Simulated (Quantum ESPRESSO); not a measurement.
pw.x input (Quantum ESPRESSO 7.5; PBEsol, PseudoDojo standard norm-conserving files, fully relativistic):

```
&CONTROL
  calculation = 'scf'
  pseudo_dir = './pseudo'
  outdir = './out'
  tprnfor = .true.
  tstress = .true.
/
&SYSTEM
  ibrav = 0
  nat = 4
  ntyp = 4
  ecutwfc = 78.0
  ecutrho = 312.0
  occupations = 'smearing'
  smearing = 'fd'
  degauss = 0.002
  nbnd = 33
  noncolin = .true.
  lspinorb = .true.
/
&ELECTRONS
  conv_thr = 4e-10
/
ATOMIC_SPECIES
H 1.0080 H.upf
Al 26.9815 Al.upf
Ge 72.6300 Ge.upf
Ba 137.3270 Ba.upf
CELL_PARAMETERS angstrom
  4.330161693034   0.000000000000   0.000000000000
 -2.165080846517   3.750030028662   0.000000000000
  0.000000000000   0.000000000000   5.080975303000
ATOMIC_POSITIONS crystal
H   0.000000000000   0.000000000000   0.979159290100
Al   0.000000000000   0.000000000000   0.636508465500
Ge   0.666666666667   0.333333333333   0.552402874600
Ba   0.333333333333   0.666666666667   0.097929369900
K_POINTS automatic
9 9 6 0 0 0
```

End of the output:

```

[...]
     the Fermi energy is     8.5375 ev
!    total energy              =    -240.36429820 Ry
     estimated scf accuracy    <          3.6E-10 Ry
     smearing contrib. (-TS)   =      -0.00000000 Ry
     internal energy E=F+TS    =    -240.36429820 Ry
     The total energy is F=E-TS. E is the sum of the following terms:
     one-electron contribution =    -108.78465362 Ry
     hartree contribution      =      69.45514851 Ry
     xc contribution           =     -59.20144241 Ry
     ewald contribution        =    -141.83335068 Ry
     convergence has been achieved in   9 iterations
     Forces acting on atoms (cartesian axes, Ry/au):
     atom    1 type  1   force =     0.00000000   -0.00000000    0.00053317
     atom    2 type  2   force =     0.00000000   -0.00000000   -0.00010676
     atom    3 type  3   force =     0.00000000    0.00000000   -0.00034435
     atom    4 type  4   force =     0.00000000    0.00000000   -0.00008205
     Total force =     0.000649     Total SCF correction =     0.000054
     Computing stress (Cartesian axis) and pressure
          total   stress  (Ry/bohr**3)                   (kbar)     P=        0.18
  -0.00000227   0.00000000   0.00000000           -0.33        0.00        0.00
   0.00000000  -0.00000227   0.00000000            0.00       -0.33        0.00
   0.00000000   0.00000000   0.00000815            0.00        0.00        1.20
```
In a gapped system the printed Fermi energy is only some level inside the gap.

Geometry relaxed with PBEsol.
